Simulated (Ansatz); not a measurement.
OsC (rock salt, Fm-3m) under volume change, PBE in the plane-wave PAW code Ansatz, scaled uniformly.

| V (Å³/atom) | E − E(relaxed) (meV/atom) | P (GPa) |
|---|---|---|
| 9.377 | 109.2 | 41.10 |
| 9.686 | [?] | [?] |
| 9.995 | [?] | [?] |
| 10.304 | 0.0 | 0.00 |
| 10.613 | 9.7 | -9.74 |
| 10.922 | 36.6 | -18.01 |
| 11.231 | 78.3 | -25.00 |

### Question
Fill in the missing entries.

### Answer

- 9.995, E − E(relaxed) (meV/atom): 10.8
- 9.995, P (GPa): 11.52
- 9.686, E − E(relaxed) (meV/atom): 45.8
- 9.686, P (GPa): 25.11

### Question
What does a third-order Birch–Murnaghan fit give for V₀, B₀ and B′?

### Answer
V₀ = 10.30 Å³/atom, B₀ = 352 GPa, B′ = 4.5.

The start of the workflow was typed in or built on a structure type; neither database checked (COD, Materials Project) lists it. Whether it is the stable phase at ambient conditions was not checked. The PBE relaxation kept the symmetry of its start; whether a distortion lowers the energy is not shown. The run is not spin-polarised. Its formation energy is positive at this level, so the cell may be metastable or incomplete. Scalar-relativistic: spin–orbit coupling is off unless named, which matters more the heavier the elements.

Potentials: the earlier of the program's two PAW sets.
